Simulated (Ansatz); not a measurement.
Clean, relaxed (100) surface of W, space group Im-3m (No. 229) (top face towards +c; atoms held fixed, by place in the list: 1, 2):

```xyz
5
Lattice="3.1544 0.0000 0.0000 0.0000 3.1544 0.0000 0.0000 0.0000 23.3087" Properties=species:S:1:pos:R:3 pbc="T T T"
W     1.5772    1.5772    8.5000
W     0.0000    0.0000   10.0772
W     1.5772    1.5772   11.6200
W     0.0000    0.0000   13.2442
W     1.5772    1.5772   14.6408
```

Computed with Ansatz, DFT PBEsol, scalar-relativistic, plane waves, PAW. Cutoff 420 eV; k points 9×9×1 on the computed 5-atom cell (Γ-centred); Gaussian smearing, width 0.10 eV; no spin polarisation. A dipole correction removes the field between periodic images along c.

E_ads counts from the clean slab and the free adsorbate (spin-polarised where it has unpaired electrons); negative means bound. With the adsorbate the cell is lengthened along c to keep the vacuum.

Q: C (atom) is put on the top face (one adsorbate per 9.9 Å²) at each of these sites and relaxed. Order them from strongest to weakest binding.
A. top (W) at (0.50, 0.50)
B. hollow (over W) at (0.00, 0.00)
C. bridge (W-W) at (0.00, 0.50)

A: B (-9.30 eV), C (-6.94 eV), A (-4.79 eV).

Each end is the local minimum or symmetric point that its start leads to. The slab is only 6.3 Å thick, so the energies aren't converged with thickness.

The adsorbed runs have no spin polarisation, so weakly bound open-shell ends lie too high.